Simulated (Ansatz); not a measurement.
WSe2 (2H monolayer): an Ansatz output whose functional has been blanked. The cell was relaxed with r2SCAN and then strained (in-plane biaxial +4.0 %), with the atoms relaxed again with r2SCAN; k points keep the names of the unstrained zone.

```cif
data_structure
_symmetry_space_group_name_H-M 'P 1'
_symmetry_Int_Tables_number 1
_cell_length_a 3.4470
_cell_length_b 3.4470
_cell_length_c 31.2378
_cell_angle_alpha 90.000
_cell_angle_beta 90.000
_cell_angle_gamma 120.000
_cell_volume 321.43
loop_
_atom_site_label
_atom_site_type_symbol
_atom_site_fract_x
_atom_site_fract_y
_atom_site_fract_z
_atom_site_occupancy
W1 W 0.33333 0.66667 0.28811 1
Se1 Se 0.66667 0.33333 0.33987 1
Se2 Se 0.66667 0.33333 0.23635 1
```
Two periodic directions, a and b.

```
Crystal: 3 atoms, lattice volume = 321.435 Å³
Basis set: ecut = 420 eV, 6249 PW (Γ)
Bands: 27, of which v1, the nominal top of the filled ones, is band 23 counted from 1 (22 counted from 0)
Symmetry: 12 space group operations
Space group: P-6m2 (ITA 187)
k-points: 7 of 36 (time reversal used)
hybrid outer 1: dexx = +1.089e-2 eV, tail = 1.07e-4 eV
hybrid outer 2: dexx = +8.942e-7 eV, tail = 3.32e-8 eV, Δε = 3.70e-3 eV, ΔF = 1.18e-2 eV/Å
hybrid outer 3: dexx = +3.803e-10 eV, tail = 6.26e-10 eV, Δε = 5.72e-5 eV, ΔF = 1.24e-4 eV/Å
hybrid SCF converged: 3 outer / 15 inner (+5 warm-up)
Free energy (F): -21328.412458 eV
Fermi energy:    -5.564191 eV
--- Forces (eV/Å), atoms counted from 1 ---
  atom   1  W       0.00000      0.00000      0.00000
  atom   2  Se      0.00000      0.00000    -0.16958
  atom   3  Se      0.00000      0.00000      0.16958
--- 2D stress c σ (N/m, compression-positive) ---
       -6.876509       0.000000       0.000000
        0.000000      -6.876509       0.000000
        0.000000       0.000000       0.000000
  P = ½ c Tr σ = -6.8765 N/m
--- Band table (eV; the first three rows and the last of 7) ---
  k-point 0: bands = […, -8.7129, -8.7129, -7.5742, -7.4249, -7.4249, -5.5642, -2.3832, -2.3832, -2.1023, -2.1023]
  k-point 1: bands = […, -9.7287, -8.7473, -8.3511, -7.9877, -7.0543, -5.9801, -2.8452, -2.7123, -2.5527, -1.7355]
  k-point 2: bands = […, -10.5115, -10.1622, -8.8243, -7.5953, -7.5135, -6.8081, -3.0843, -2.8985, -1.8961, -0.8667]
  k-point 6: bands = […, -11.3069, -10.2808, -9.8885, -9.0754, -7.9919, -5.6936, -4.1936, -1.8360, -1.7129, -0.3572]
```

bands.tsv, columns around the gap (it counts bands from 0):
```tsv
# k_distance	band_18	band_19	band_20	band_21	band_22	band_23	band_24	band_25	band_26
# fermi_ev = -5.564191
# [0, 0, 0] at k_distance = 0.000000
# [0.5, 0, 0] at k_distance = 1.052393
# [0.3333333333, 0.3333333333, 0] at k_distance = 1.659993
# levels_relative_to = fermi_ev
0.000	-3.149	-2.010	-1.861	-1.861	0.000	3.181	3.181	3.462	3.462
1.052	-4.671	-3.598	-2.141	-1.657	-1.093	2.410	2.805	4.271	4.982
1.660	-4.717	-4.324	-3.511	-2.428	-0.129	1.371	3.728	3.851	5.207
```
In order the rows are Γ, M, K.

Q: Which functional gave these numbers?
A. r2SCAN0
B. r2SCAN
C. HSE06
D. LC-ωPBE

A: C. HSE06. The exchange loop shows exact exchange. The HSE06 gap is indirect, 1.37 eV (Γ to K), below the direct gap of 1.50 eV at K. The stress of a hybrid is loosely converged here. Within one family of functionals the choice rests on the size of the gap and stress, not on a line of the log.

Wall time 35 s on 1 × NVIDIA H100 80GB HBM3 with 2 threads of AMD EPYC 7R13 Processor (Zen 3) (shared host), load about 1.2 per core; peak host memory 3.3 GiB.

The values are computed, spin-unpolarised, and not measurements.

No spin-orbit coupling is included; it can move band edges with weight on the heavy atoms by tenths of an eV.

The meshes of the hybrids are coarse, so their gaps aren't converged to the digits shown.
